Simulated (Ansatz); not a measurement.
Here is the system:

SrNbO$_{3}$:
```xyz
5
Lattice="4.0372 0.0000 0.0000 0.0000 4.0372 0.0000 0.0000 0.0000 4.0372" Properties=species:S:1:pos:R:3 pbc="T T T"
Sr     2.0186     2.0186     2.0186
Nb     0.0000     0.0000     0.0000
O      0.0000     2.0186     0.0000
O      2.0186     0.0000     0.0000
O      0.0000     0.0000     2.0186
```

This is the r²SCAN-relaxed structure.

Question: All from DFT-r²SCAN in the program Ansatz with PAW potentials, unless another level is named. Estimate the electronic character.

Answer: metallic (no gap).

Question: Predict the formation energy from the elements (no fitted shifts).

Answer: -3.07 eV/atom.

Question: What about the density of states at the Fermi level?

Answer: 0.24 states/eV per atom (mean over ±0.08 eV).

Question: Predict the gap with spin–orbit coupling.

Answer: none (metallic).

Space group Pm-3m (cubic perovskite). The workflow started from a Materials Project entry (that database holds measured and hypothetical structures alike); the Crystallography Open Database copy checked does not list it. COD files the formula under space group No. 62. Whether it is the stable phase at ambient conditions was not checked. The cell was relaxed with r²SCAN under the symmetry of its start; its stability against distortions is not shown here. No spin polarisation was allowed. With an odd number of electrons in the cell and no spin polarisation, the count alone makes it a metal. The references are the lowest solids computed at this level, not always the standard phases (solids in place of the gases). Spin–orbit coupling is left out wherever it is not named.

Potentials: the later of the program's two PAW sets.
